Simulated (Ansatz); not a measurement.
Be (hcp, Mg type)

```
CELL_PARAMETERS angstrom
      2.25685     0.00000     0.00000
     -1.12842     1.95449     0.00000
      0.00000     0.00000     3.55250
ATOMIC_POSITIONS crystal
  Be 0.33333 0.66667 0.75000
  Be 0.66667 0.33333 0.25000
```

Equation-of-state scan: isotropic scaling of the cell above, V₀ being its volume. Symmetry pins the atoms to their sites.

The numbers are results of PBEsol (plane waves to 420 eV, PAW, scalar-relativistic; Ansatz, a quantum-chemistry and plane-wave program), not measurements. k mesh 23×23×13 (Γ-centred), Fermi-Dirac smearing 0.05 eV. Stress and pressure are positive under compression. Be was relaxed with its symmetry unable to fall. The PAW data are Ansatz's earlier set.

At one point of the scan the stress tensor (GPa) is:

```
   -2.8      0.0      0.0
    0.0     -2.8      0.0
    0.0      0.0     -3.2
```

Problem. Which point is it?
A. V/V₀ = 1.075
B. V/V₀ = 1.100
C. V/V₀ = 1.025
D. V/V₀ = 1.050

Solution. C, V/V₀ = 1.025

(A scan under strain: stresses follow from slopes of the energy per volume, elastic moduli from its curvatures.)
